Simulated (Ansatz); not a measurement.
# Compressing CaAu5

Computed with DFT r2SCAN, scalar-relativistic, plane waves, PAW in Ansatz. Run with 500 eV cutoff, 8×8×8 k-mesh, Gaussian smearing of 0.10 eV, no spin polarisation.

The relaxed crystal:

```
CELL_PARAMETERS angstrom
0.00000 3.89687 3.89687
3.89687 0.00000 3.89687
3.89687 3.89687 0.00000
ATOMIC_POSITIONS crystal
Ca 0.00000 0.00000 0.00000
Au 0.75000 0.75000 0.75000
Au 0.37531 0.87408 0.37531
Au 0.37531 0.37531 0.87408
Au 0.37531 0.37531 0.37531
Au 0.87408 0.37531 0.37531
```

Cell and atoms are relaxed at each pressure within the symmetry of the start, at zero temperature, so transitions that lower the symmetry aren't seen. The k-mesh given is that at zero pressure and may differ at others. a, b and c are the lengths of the cell vectors above.

Spin–orbit coupling is left out, which can shift energies with elements as heavy as these.

| P (GPa) | V (Å³/atom) | V/V0 | a (Å) | b (Å) | c (Å) |
| --- | --- | --- | --- | --- | --- |
| -1 | 19.92 | 1.010 | 5.529 | 5.529 | 5.529 |
| 0 | 19.73 | 1.000 | 5.511 | 5.511 | 5.511 |
| 1 | 19.56 | 0.991 | 5.495 | 5.495 | 5.495 |
| 4 | 19.10 | 0.968 | 5.452 | 5.452 | 5.452 |
| 12 | 18.14 | 0.919 | 5.359 | 5.359 | 5.359 |
| 25 | 17.03 | 0.863 | 5.247 | 5.247 | 5.247 |
| 50 | 15.61 | 0.792 | 5.098 | 5.098 | 5.098 |
| 90 | 14.22 | 0.721 | 4.941 | 4.941 | 4.941 |

**Question.** What bulk modulus and pressure derivative fit these points?

**Answer.** A third-order Birch–Murnaghan fit gives B0 = 114 GPa and B0' = 5.4.